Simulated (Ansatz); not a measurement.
SiB2Mo2 in space group Cmmm (No. 65; Si on 2a, Mo on 4j, B on 4i) at seven volumes, the program Ansatz at the PBEsol level (PAW), shape and atoms relaxed at each. One row is withheld.

```tsv
V (Å³/atom)	P (GPa)
9.562	31.63
9.878	19.23
10.193	8.72
10.508	0.00
10.823	-7.57
11.139	-13.93
11.454	?
```

Q: Fit the shown pressures and predict the withheld one.

A: Third-order Birch–Murnaghan: P = (3/2)B₀(x^(7/2) − x^(5/2))[1 + (3/4)(B′ − 4)(x − 1)] with x = (V₀/V)^(2/3). Least squares on the six rows gives V₀ = 10.505 Å³/atom, B₀ = 271.4 GPa, B′ = 4.53. At V = 11.454, x = 0.9440 and P = -19.31 GPa. The run itself gave -19.34 GPa.

The start of the workflow was typed in or built on a structure type; neither database checked (COD, Materials Project) lists it. Its standing as an ambient phase is unchecked. The cell was relaxed with PBEsol under the symmetry of its start; whether a distortion lowers the energy is not shown. The run is not spin-polarised.

Potentials: the later of the program's two PAW sets.
